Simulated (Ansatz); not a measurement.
ScGe:
```
CELL_PARAMETERS angstrom
      2.00763    -5.04284     0.00000
      2.00763     5.04284     0.00000
      0.00000     0.00000     3.76312
ATOMIC_POSITIONS crystal
  Sc 0.86342 0.13658 0.25000
  Sc 0.13658 0.86342 0.75000
  Ge 0.58961 0.41039 0.25000
  Ge 0.41039 0.58961 0.75000
```

Relaxed with r²SCAN. Special points in fractions of this cell's reciprocal vectors: Γ (0.000, 0.000, 0.000); Y (-0.500, 0.500, 0.000); C0 (-0.290, 0.710, 0.000); Σ0 (0.290, 0.290, 0.000); Z (0.000, 0.000, 0.500); A0 (0.290, 0.290, 0.500); E0 (-0.290, 0.710, 0.500); T (-0.500, 0.500, 0.500); S (0.000, 0.500, 0.000); R (0.000, 0.500, 0.500).

### Question
List the band energies nearest the Fermi level at these points for plane-wave PAW r²SCAN (Ansatz code).

### Answer
In eV from the Fermi level; about four levels below and three above (degenerate sets whole), none deeper than 8.9 eV; points with the same levels are listed once.

| k | below | above |
|---|---|---|
| Γ | -3.64 -2.05 -1.36 -0.81 | 0.25 0.47 1.24 |
| Y | -1.84 -1.54 -0.71 -0.53 | 1.18 1.53 1.66 |
| C0 | -5.27 -2.42 -2.27 -2.20 | 0.21 0.97 1.36 |
| Z | -1.89 -1.89 -1.35 -1.35 | 2.84 2.84 2.95 2.95 |
| A0 | -2.97 -2.97 -0.22 -0.22 | 1.95 1.95 3.13 3.13 |
| T | -1.53 -1.53 -0.12 -0.12 | 1.75 1.75 2.49 2.49 |
| S | -5.03 -3.55 -2.20 -2.00 | 0.08 1.06 1.76 |
| R | -2.82 -2.82 -0.70 -0.70 | 2.54 2.54 3.07 3.07 |

Space group Cmcm. The workflow started from a Materials Project entry (that database holds measured and hypothetical structures alike); the Crystallography Open Database copy checked does not list it. Its standing as an ambient phase is unchecked. Symmetry was held in the r²SCAN relaxation; of distortions, only those at the zone centre were tested. The run is not spin-polarised. Scalar-relativistic: spin–orbit coupling is off unless named, which matters more the heavier the elements.

Potentials: the later of the program's two PAW sets.
